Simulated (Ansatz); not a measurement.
The cell below belongs to a search over invented structures; it isn't taken from experiment.

Input and command of a plane-wave DFT calculation in Ansatz:

```yaml
crystal:
  lattice:
    - [6.88200614, 0.0, 0.0]
    - [0.0, 8.68581152, 0.0]
    - [0.0, 0.0, 3.96125888]
  atoms:
    - { symbol: Hg, position: [0.23025, 0.59445, 0.0] }
    - { symbol: Hg, position: [0.76975, 0.40555, 0.0] }
    - { symbol: Hg, position: [0.73025, 0.90555, 0.0] }
    - { symbol: Hg, position: [0.26975, 0.09445, 0.0] }
    - { symbol: Te, position: [0.5, 0.5, 0.0] }
    - { symbol: Te, position: [0.0, 0.0, 0.0] }
    - { symbol: F, position: [0.39221999, 0.83310997, 0.5] }
    - { symbol: F, position: [0.60778001, 0.16689003, 0.5] }
    - { symbol: F, position: [0.89221999, 0.66689003, 0.5] }
    - { symbol: F, position: [0.10778001, 0.33310997, 0.5] }
basis:
  ecutwfc: 420
kpoints:
  mp_grid: { grid: [2, 2, 3] }
hamiltonian:
  xc: pbe
scf:
  occupations: { method: gaussian, width: 0.15 }
  lower_state_search: "off"
output:
  forces: true
  stress: true
  eigenvalues: true
relax:
  adjacent_minimum: "off"
  f_tol: 0.08
  max_steps: 16
  cell: { stress_tol: 0.8 }
```

```bash
ansatz run input.yaml --threads 1 --pin off --max-ram 2560MiB --backend cpu --events-out ev --progress --plain --runs-dir out
```

Processor: Arm Neoverse V2, 1 thread, on a host shared with other jobs.

Task: Estimate time, memory and problem size.

Result: About 85 s, peak memory 0.52 GiB. It solves 84 bands at 8 k points (after reduction by symmetry) with about 3879 plane waves (on the last cell), in 62 SCF iterations over 9 ionic steps.
